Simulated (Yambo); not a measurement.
BaO (rock salt, space group Fm-3m, No. 225), G0W0@PBEsol in Yambo with this input:

```
rim_cut
gw0
dyson
el_el_corr
HF_and_locXC
ppa
em1d
RandQpts= 1000000
RandGvec= 1 Ry
EXXRLvcs= 84 Ry
VXCRLvcs= 336 Ry
Chimod= "HARTREE"
% BndsRnXp
 1 | 98 |
%
NGsBlkXp= 10 Ry
% LongDrXp
 1.0 | 1.0 | 1.0 |
%
PPAPntXp= 27.2114 eV
% GbndRnge
 1 | 98 |
%
GTermKind= "BG"
DysSolver= "n"
ExtendOut
```

On a 4×4×4 mesh, with wavefunctions cut at 84 Ry, the gap (X → X) is 3.135 eV and the valence edge shifts by -0.827 eV.

### Question
What happens with this change: 8 Ry block?

### Answer
The gap falls by 0.031 eV, to 3.104 eV; the shift of the valence edge becomes -0.791 eV. Neither run is shown to be the converged limit.

Geometry relaxed with PBEsol; primitive cell a = b = c = 3.879 Å, α = β = γ = 60.00°.

A shift is the quasiparticle energy of the state minus its PBEsol energy.
